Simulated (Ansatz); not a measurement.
# GaPPt$_{5}$: do energies and stresses tell the same story?

Method: Ansatz 0.2.0, DFT r2SCAN, scalar-relativistic, plane waves, PAW.

Plane waves to 500 eV, a k mesh through Γ of 10×10×6 on the computed 7-atom cell and Gaussian smearing (0.10 eV); no spin polarisation.

Relaxed cell: P4/mmm, a = 3.913 Å, b = 3.913 Å, c = 6.887 Å, α = 90.00°, β = 90.00°, γ = 90.00°, 7 atoms in the primitive cell. Whether it is the stable form of this composition wasn't checked.

Energies at zero smearing and pressures from the stress tensor, at volumes with shape and atoms relaxed:
| V (Å³/atom) | E − E(first) (meV/atom) | P (GPa) |
| --- | --- | --- |
| 13.260 | 0.00 | 42.07 |
| 13.712 | -98.90 | 28.46 |
| 14.164 | -162.76 | 17.16 |
| 14.616 | -197.53 | 7.78 |
| 15.068 | -208.14 | 0.00 |
| 15.520 | -198.72 | -6.45 |
| 15.972 | -172.75 | -11.78 |
| 16.575 | -117.25 | -17.45 |

**Question.** Check P = −dE/dV between neighbouring volumes, and get the bulk modulus from the pressures alone.

**Answer.** With 1 eV/Å³ = 160.2 GPa:
```json
{"middle V (Å³/atom)": "13.486", "−ΔE/ΔV (GPa)": "35.054", "mean P (GPa)": "35.265"}
{"middle V (Å³/atom)": "13.938", "−ΔE/ΔV (GPa)": "22.633", "mean P (GPa)": "22.814"}
{"middle V (Å³/atom)": "14.390", "−ΔE/ΔV (GPa)": "12.322", "mean P (GPa)": "12.474"}
{"middle V (Å³/atom)": "14.842", "−ΔE/ΔV (GPa)": "3.760", "mean P (GPa)": "3.890"}
{"middle V (Å³/atom)": "15.294", "−ΔE/ΔV (GPa)": "-3.337", "mean P (GPa)": "-3.225"}
{"middle V (Å³/atom)": "15.746", "−ΔE/ΔV (GPa)": "-9.206", "mean P (GPa)": "-9.115"}
{"middle V (Å³/atom)": "16.274", "−ΔE/ΔV (GPa)": "-14.752", "mean P (GPa)": "-14.615"}
```

The two differ by 0.21 GPa at most. The mean of two end pressures misses the average over a step by about ΔV² P″/12, up to 0.21 GPa here; with that taken off 0.01 GPa remains. Around V = 15.068 Å³/atom, the two neighbours give B = −V ΔP/ΔV = 15.068 × 14.23 / 0.904 = 237.2 GPa, against B0 = 235.6 GPa from the Birch–Murnaghan fit of the energies.

Spin–orbit coupling is left out, which can shift energies with elements as heavy as these.

Cost: 9 runs of about 35 core-minutes in all, on Oxide Virtual Turin-like Processor (Zen 5) (shared hosts).